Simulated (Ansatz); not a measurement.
The cell whose phonons are given is a generated cell of CeO2: the first start was made by placing the elements on the sites of a structure type, and the end was not matched to a known phase here, so it may be hypothetical. Known forms of CeO2 include space group No. 225.

Phonons of a relaxed structure of CeO2 by density-functional perturbation theory (low response-accuracy setting, no LO–TO term) at the zone centre. All values below come from PBE (plane waves to 420 eV, PAW, scalar-relativistic; Ansatz, an electronic-structure program). Γ-centred k-mesh 6×6×4, Fermi–Dirac smearing 0.05 eV.

CeO2 is modelled in the hexagonal space group P6₄22 (No. 181), Pearson symbol hP9. Conventional cell: a = 6.755 Å, b = 6.755 Å, c = 7.397 Å, α = 90.00°, β = 90.00°, γ = 120.00°. Ce on 3d has 4 O at 2.118 Å (tetrahedral). O on 6i is coordinated by 2 Ce at 2.118 Å (bent). (Neighbours: up to the widest gap in distance over summed covalent radii, below 1.35, at either atom; cation-cation and far metal-metal contacts left out.)

Space group P6₄22 (No. 181).

```json
[
 {"q": "Γ", "wavenumbers (cm⁻¹; i marks imaginary)": "0 (×3), 26, 60 (×2), 89, 96 (×2), 147 (×2), 163, 179, 200 (×2), 228, 235 (×2), 241, 262 (×2), 318, 332, 335 (×2), 729 (×2)"}
]
```

Task: What do these wavenumbers say about the structure?

Result: No instability shows at these points (nothing beyond 15i cm⁻¹, the threshold used here). Other wavevectors were not sampled, so this does not prove stability.

No spin polarisation in the result. No Hubbard U is applied. The 4f state was not searched, so a lower electronic state may exist.
